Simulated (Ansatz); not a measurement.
Zr:
```xyz
2
Lattice="-2.7724 2.7724 1.5330 2.7724 -2.7724 1.5330 2.7724 2.7724 -1.5330" Properties=species:S:1:pos:R:3 pbc="T T T"
Zr     0.0000     2.7724     0.7665
Zr     0.0000     0.0000     0.0000
```

Relaxed with PBE. Special points in fractions of this cell's reciprocal vectors: Γ (0.000, 0.000, 0.000); X (0.000, 0.000, 0.500); M (-0.500, 0.500, 0.500); Z (0.326, 0.326, -0.326); Z0 (-0.326, 0.674, 0.326); P (0.250, 0.250, 0.250); N (0.000, 0.500, 0.000).

Task: List the band energies nearest the Fermi level at these points for PBE in the plane-wave PAW code Ansatz.

Result: In eV from the Fermi level; about four levels below and three above (degenerate sets whole), none deeper than 8.9 eV; points with the same levels are listed once.

| k | below | above |
|---|---|---|
| Γ | -5.06 -2.86 -1.11 -0.69 | 0.15 3.22 3.22 |
| X | -2.51 -2.51 -0.48 -0.48 | 0.81 0.81 2.31 2.31 |
| M | -2.14 -2.14 | 0.12 0.12 0.85 0.85 |
| Z | -1.40 -1.40 -0.64 -0.12 | 0.57 1.15 2.34 2.34 |
| P | -1.83 -1.83 -1.43 -1.43 | 1.56 1.56 3.64 3.64 |
| N | -2.26 -2.13 -0.88 -0.18 | 1.34 1.52 1.79 |

Space group I4_1/amd (β-Sn type). A made-up cell: these elements were put on the sites of a structure type; neither database checked (COD, Materials Project) lists it. It is not the phase usual at ambient conditions (space group No. 194). The PBE relaxation kept the symmetry of its start. At this level the phase is dynamically unstable (imaginary phonons). No spin polarisation was allowed. Spin–orbit coupling is left out wherever it is not named.

Potentials: the later of the program's two PAW sets.
